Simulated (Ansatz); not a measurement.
Ag (P6_3/mmc): elasticity against pressure

```
CELL_PARAMETERS angstrom
2.90152 0.00000 0.00000
-1.45076 2.51279 0.00000
0.00000 0.00000 4.75407
ATOMIC_POSITIONS crystal
Ag 0.33333 0.66667 0.25000
Ag 0.66667 0.33333 0.75000
```

This is the zero-pressure cell. At each pressure cell and atoms are relaxed in this structure, and the constants are slopes of the stress at strains of ±0.005 with relaxed ions (the coefficients that govern stability under load). Level: r²SCAN, PAW on Ansatz 0.2.0's default frozen-core files (fitted under PBE), scalar-relativistic; k mesh 18×18×10, strains of ±0.005, Fermi-Dirac smearing of 0.100 eV, cutoff 500 eV. P is the pressure of the relaxed cell, less that of this one.

```tsv
P (GPa)	V/V₀	C11 (GPa)	C12 (GPa)	C13 (GPa)	C33 (GPa)	C44 (GPa)
0.00	1.0000	145.8	91.0	71.2	163.3	20.8
0.98	0.9907	153.2	96.6	75.1	171.8	21.7
2.01	0.9816	160.7	102.3	79.2	180.6	22.6
4.03	0.9651	175.1	113.4	87.1	197.8	24.5
7.01	0.9436	195.8	129.4	98.6	222.5	27.1
9.98	?	?	?	?	?	?
15.01	0.8977	248.2	170.5	128.1	285.9	33.8
```

Question: Does the bulk modulus from the constants agree with the pressure-volume curve?

Answer: A third-order Birch-Murnaghan fit to the volumes shown (F against f, f = [(V₀/V)^(2/3) − 1]/2) gives B₀ = 102.4 GPa and B′ = 5.7. Its −V dP/dV stands beside the Reuss value 1/ΣS_ij (i, j ≤ 3):

```csv
P (GPa),from P(V),from the constants
0.00,102.4,102.4
0.98,108.0,108.0
2.01,113.7,113.7
4.03,124.8,124.8
7.01,140.7,140.8
15.01,181.8,181.7
```

Question: What are the pressure derivatives at zero pressure?

Answer: Slopes at V₀ of quadratic fits in −ln(V/V₀) through the first four rows shown, divided by B₀: dC11/dP = 7.5, dC12/dP = 5.7, dC13/dP = 4.0, dC33/dP = 8.7, dC44/dP = 0.9. The mean slopes up to 2.0 GPa are 7.4, 5.6, 4.0, 8.6, 0.9; curvature and scatter of the constants part the two.

Question: Fill the row at 9.98 GPa.

Answer: Cubic fits in −ln(V/V₀) through all rows shown give C11 = 215.7, C12 = 144.9, C13 = 109.7, C33 = 246.6, C44 = 29.7 GPa. Computed: V/V₀ = 0.9249, C11 (GPa) = 215.7, C12 (GPa) = 145.0, C13 (GPa) = 109.7, C33 (GPa) = 246.5, C44 (GPa) = 29.7.

Question: Does a shear stiffness soften?

Answer: C44 goes from 20.8 to 33.8 GPa; (C11 − C12)/2 goes from 27.4 to 38.8 GPa. Neither ends more than 3 % under its start, and the lattice stays mechanically stable over this range.

Known limits: the structure is a database entry and needn't be the stable phase; no other phase was computed; many crystals of this kind change structure within this range, and rows or crossings beyond such a change describe a metastable lattice; frozen-core PAW files fitted under PBE, their cores solved anew for the functional of the run; responses of metals move with mesh and smearing; elastic stability says nothing of phonons or of other phases; phonons weren't checked at these pressures.
